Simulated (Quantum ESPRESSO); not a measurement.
# Planted mistakes on one cell of MgAlZnO3F

Calculated results; nothing here was measured. They come from pw.x of Quantum ESPRESSO 7.5, a plane-wave density functional program, with PseudoDojo standard norm-conserving files (v0.5 for PBE, v0.4.1 for LDA and PBEsol). The cells are made up: elements, strain and atom displacements were drawn at random, and nothing was relaxed. There is no spin polarisation, spin-orbit coupling or dispersion term.

The cell has 8 sites of a zincblende or diamond lattice. Sites 1 to 4 hold Mg Al empty Zn; sites 5 to 8 hold O O O F. Cell vectors in Å: (4.603, -0.024, -0.005); (-0.024, 4.639, -0.046); (-0.005, -0.046, 4.670). Settings: PBE, cutoff 1143 eV, 4 x 4 x 4 k mesh shifted by half a step, Fermi-Dirac smearing of 0.025 eV.

The intended run has a self-consistency threshold of 1e-07 eV, a smearing term of 0.000 eV, a pressure of -12.00 GPa and 12 iterations. Each further run changes one thing: atoms of sites 2 and 7 exchanged; cutoff 651 eV; k mesh 1 x 1 x 1; one electron removed; smearing 0.62 eV; threshold 0.1 eV. A coarse mesh keeps the shift, and a charged cell sits in a uniform background.

```
run,change of free energy (eV),smearing term -TS (eV),change of P (GPa),largest change of a force component (eV/Å),iterations
A,-0.255,-0.906,1.38,0.222,11
B,-3.689,-0.022,-15.31,0.629,13
C,0.053,0.000,1.49,0.324,5
D,12.963,-0.010,21.34,7.591,15
E,21.353,0.000,-182.97,0.177,11
F,0.793,0.000,0.93,0.373,11
```

A rerun of the intended cell at 1437 eV and k mesh 6 x 6 x 6 moved values by no more than 0.002 eV in the cell's energy, 0.03 GPa in stress and 0.002 eV/Å in force.

Question: which change belongs to which run?

## Worked reading

Run C has the fewest iterations, as a run stopped early does. Run A has the largest smearing term, as wide smearing gives. Run E has a higher energy and the largest fall in pressure, as too small a basis gives. Energies from files of another functional, or of a charged cell, have another zero and say nothing on stability; the pressure of a charged cell rests on the program's zero of potential too.

## Key

```
run                            change
  A                  smearing 0.62 eV
  B              one electron removed
  C                  threshold 0.1 eV
  D  atoms of sites 2 and 7 exchanged
  E                     cutoff 651 eV
  F                  k mesh 1 x 1 x 1
```